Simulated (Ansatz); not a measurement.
Sc:
```cif
data_Sc2
_chemical_formula_sum 'Sc2'
_space_group_name_H-M_alt 'P63/mmc'
_space_group_IT_number 194
_space_group_name_Hall '-P 6c 2c'
_cell_length_a 3.26838
_cell_length_b 3.26838
_cell_length_c 5.07096
_cell_angle_alpha 90.000
_cell_angle_beta 90.000
_cell_angle_gamma 120.000
loop_
_atom_site_label
_atom_site_type_symbol
_atom_site_symmetry_multiplicity
_atom_site_Wyckoff_symbol
_atom_site_fract_x
_atom_site_fract_y
_atom_site_fract_z
_atom_site_occupancy
Sc1 Sc 2 d 0.66667 0.33333 0.25000 1
```

Relaxed at zero pressure with plane-wave PAW PBE+D3(BJ) (Ansatz code).

Q: The volume is lowered by 3 % and shape and atoms relax at that volume. What pressure results, and how do the axes share the change?

A: 1.8 GPa; a -1.0 %, b -1.0 %, c -1.1 %; the energy rises by 4 meV/atom.

Q: Give the new structure.

A: 
Space group P6₃/mmc (No. 194); a = 3.2369 Å, b = 3.2369 Å, c = 5.0150 Å, α = 90.00°, β = 90.00°, γ = 120.00°

```
atom  site  symmetry       x       y       z
----  ----  --------  ------  ------  ------
Sc      2d      -6m2  0.6667  0.3333  0.2500
```

The phase is kept; no other phase was compared at this pressure.

Space group P6_3/mmc (hcp (Mg type)). Symmetry was held in the PBE+D3(BJ) relaxation. No spin polarisation was allowed. The pairwise dispersion correction was not fitted to metals. Axis ratios of metals converge slowly with the k-mesh, so a and c are less sure than the volume.

Potentials: the later of the program's two PAW sets.
